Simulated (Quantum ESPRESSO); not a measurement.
# Mo3WS7: a curve over one atom's position

Computed values, not a measurement. The program is pw.x of Quantum ESPRESSO 7.5 (plane-wave density functional theory). The cell is made up: 11 atoms on a layered 2H lattice with one site empty, with randomly drawn elements, strain and displacements, not relaxed. PseudoDojo standard norm-conserving files (v0.5 for PBE, v0.4.1 for LDA and PBEsol) set the functional; there is no spin polarisation, spin-orbit coupling or dispersion term, and the masses in the input are unused placeholders. A spin-polarised start on this cell or one of its family kept no moment above 0.05 Bohr magneton at the same smearing; a narrower smearing was not tried.

Seven runs move atom 5 (S, counted in the order of the input) along z and keep all else fixed.

Input of the run at +0.0085:

```
&control calculation='scf', pseudo_dir='./dojo.nc.sr.pbe.v0_5.standard.upf', outdir='./o', disk_io='low', tprnfor=.true., tstress=.true. /
&system ibrav=0, nat=11, ntyp=3, nbnd=59, ecutwfc=79.96652505, nosym=.true., tot_charge=0,
 occupations='smearing', smearing='fd', degauss=0.0073498644
/
&electrons conv_thr=7.350e-09, electron_maxstep=60, /
ATOMIC_SPECIES
Mo 1.0 Mo.upf
S 1.0 S.upf
W 1.0 W.upf
CELL_PARAMETERS angstrom
3.1571 0.0451 -0.0241
0.0782 5.4543 0.021
-0.0956 0.048 12.5249
ATOMIC_POSITIONS angstrom
Mo -0.0511 1.8107 3.084
Mo 1.4579 0.9583 9.3589
W 1.6156 4.5888 3.0898
Mo 0.0047 3.669 9.4047
S -0.068 1.9142 7.8053
S -0.094 1.9115 10.9599
S 1.567 0.8712 1.5447
S 1.5839 0.8973 4.7101
S 1.5277 4.6066 7.8435
S 1.4842 4.5948 10.9763
S 0.0833 3.5506 1.5711
K_POINTS automatic
9 6 4 1 1 1
```

| shift of atom 5 along z (Å) | free energy less that of the input shown (eV) | Fx on atom 5 (eV/Å) | Fy on atom 5 (eV/Å) | Fz on atom 5 (eV/Å) | pressure (GPa) | iterations |
| --- | --- | --- | --- | --- | --- | --- |
| -0.1205 | 0.1192 | -0.226 | -0.521 | 1.739 | -1.30 | 23 |
| -0.0960 | 0.0800 | -0.254 | -0.541 | 1.454 | -1.07 | 23 |
| -0.0634 | 0.0392 | -0.295 | -0.569 | 1.044 | -0.74 | 22 |
| -0.0389 | 0.0177 | -0.328 | -0.591 | 0.714 | -0.48 | 22 |
| +0.0085 | 0.0000 | -0.399 | -0.637 | 0.019 | 0.06 | 22 |
| +0.1060 | 0.0765 | -0.579 | -0.749 | -1.639 | 1.35 | 22 |

Question: one run is left out of the table, at -0.0179. Estimate its Fz on atom 5 (eV/Å).

Answer: 0.415. The whole row:

```
shift of atom 5 along z (Å)  free energy less that of the input shown (eV)  Fx on atom 5 (eV/Å)  Fy on atom 5 (eV/Å)  Fz on atom 5 (eV/Å)  pressure (GPa)  iterations
                    -0.0179                                         0.0058               -0.358               -0.611                0.415           -0.25          22
```

A cubic fit gives dFz/dz = -15.15 eV/Å² at zero shift. Across the table the free energy follows the integral of the force to within 0.1 meV. A rerun of one of the cells at a cutoff of 1377 eV and k mesh 11 x 8 x 6 moved values by no more than 0.003 eV in energy, 0.02 GPa in stress and 0.002 eV/Å in force.